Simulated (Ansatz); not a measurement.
A scan (energy over volume and axial ratio; atoms clamped) gave these values. These are r2SCAN (plane waves to 500 eV, PAW, scalar-relativistic; Ansatz, a first-principles code) values and carry that method's errors.

The shear modulus C′ = (C11 − C12)/2 (fit, atoms clamped) comes out as 13.8 GPa.

Question: Of these crystals, all scanned alike, which one is it?
A. HgTe (zinc blende)
B. NaI (rock salt)
C. BeS (zinc blende)

Answer: B, NaI (rock salt). The others have, for the shear modulus C′ = (C11 − C12)/2: BeS 50 GPa, HgTe 8 GPa

All were relaxed with their symmetry unable to fall. At this level the bands of HgTe touch or barely overlap. Spin-orbit coupling is left out.

(Under strain, the slope of the energy per volume gives the stress and its curvature an elastic modulus.)
